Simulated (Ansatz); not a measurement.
Relaxed-ion elastic tensor of GaN in space group P4_2/mnm (No. 136; Ga on 4g, N on 4f) in GPa (Voigt order), the program Ansatz at the PBEsol level (PAW); density 5.84 g/cm³, 11.91 Å³ per atom.

|  | 1 | 2 | 3 | 4 | 5 | 6 |
|---|---|---|---|---|---|---|
| 1 | 261 | 122 | 117 | 0.0 | 0.0 | 0.0 |
| 2 | 122 | 261 | 117 | 0.0 | 0.0 | 0.0 |
| 3 | 117 | 117 | 369 | 0.0 | 0.0 | 0.0 |
| 4 | 0.0 | 0.0 | 0.0 | 85.1 | 0.0 | 0.0 |
| 5 | 0.0 | 0.0 | 0.0 | 0.0 | 85.1 | 0.0 |
| 6 | 0.0 | 0.0 | 0.0 | 0.0 | 0.0 | 96.0 |

Task: Is the crystal mechanically stable?

Result: Yes: the smallest eigenvalue of C is 85.1 GPa.

Task: Work out the Voigt, Reuss and Hill averages.

Result: K_V = 178, K_R = 175, K_H = 176; G_V = 89.0, G_R = 86.8, G_H = 87.9 GPa.

Task: Give Young's modulus, Poisson's ratio, Pugh's ratio and the universal anisotropy index.

Result: E = 9KG/(3K + G) = 226 GPa; ν = 0.29; K/G = 2.01 (ductile by the Pugh limit of 1.75); A_U = 5G_V/G_R + K_V/K_R − 6 = 0.15.

Task: Estimate the sound speeds and the Debye temperature.

Result: v_l = √((K + 4G/3)/ρ) = 7090 m/s, v_t = √(G/ρ) = 3880 m/s, mean 4330 m/s; Θ = (h/k)(3n/4πV)^(1/3) v_m = 564 K.

Task: Solve the Christoffel equation for the three sound speeds along x, y, z.

Result: Eigenvalues of C_ijkl n_j n_l equal ρv². In km/s, slowest first: x 3.82, 4.05, 6.69; y 3.82, 4.05, 6.69; z 3.82, 3.82, 7.95.

Task: How much does each axis shrink under pressure?

Result: Linear compressibilities β_i = Σ_j S_ij (j = 1 to 3): x 2.2, y 2.2, z 1.3 per TPa.

The start of the workflow was typed in or built on a structure type; neither database checked (COD, Materials Project) lists it. It is not the phase usual at ambient conditions (space group No. 186, 216). Symmetry was held in the PBEsol relaxation; phonons on a q-mesh show no instability.

Potentials: the later of the program's two PAW sets.
